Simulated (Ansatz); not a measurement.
Input:

YCu2Ge2:
```cif
data_Cu4Ge4Y2
_chemical_formula_sum 'Y2 Cu4 Ge4'
_space_group_name_H-M_alt 'I4/mmm'
_space_group_IT_number 139
_space_group_name_Hall '-I 4 2'
_cell_length_a 4.03452
_cell_length_b 4.03452
_cell_length_c 10.24796
_cell_angle_alpha 90.000
_cell_angle_beta 90.000
_cell_angle_gamma 90.000
loop_
_atom_site_label
_atom_site_type_symbol
_atom_site_symmetry_multiplicity
_atom_site_Wyckoff_symbol
_atom_site_fract_x
_atom_site_fract_y
_atom_site_fract_z
_atom_site_occupancy
Y1 Y 2 a 0.00000 0.00000 0.00000 1
Cu1 Cu 4 d 0.00000 0.50000 0.25000 1
Ge1 Ge 4 e 0.00000 0.00000 0.38033 1
```
(The calculation used a cell of 5 atoms; values per cell refer to that cell.)

This is the r²SCAN-relaxed structure.

All from DFT-r²SCAN in the program Ansatz with PAW potentials, unless another level is named. Predict the electronic character.

metallic (no gap).

Next, the density of states at the Fermi level?

0.22 states/eV per atom (mean over ±0.08 eV).

Give the formation energy from the elements (no fitted shifts).

-0.56 eV/atom.

The workflow started from a Materials Project entry (that database holds measured and hypothetical structures alike); the Crystallography Open Database copy checked does not list it. Whether it is the stable phase at ambient conditions was not checked. The cell was relaxed with r²SCAN under the symmetry of its start; whether a distortion lowers the energy is not shown. No spin polarisation was allowed. The references are the lowest solids computed at this level, not always the standard phases. Scalar-relativistic: spin–orbit coupling is off unless named, which matters more the heavier the elements.

Potentials: the later of the program's two PAW sets.
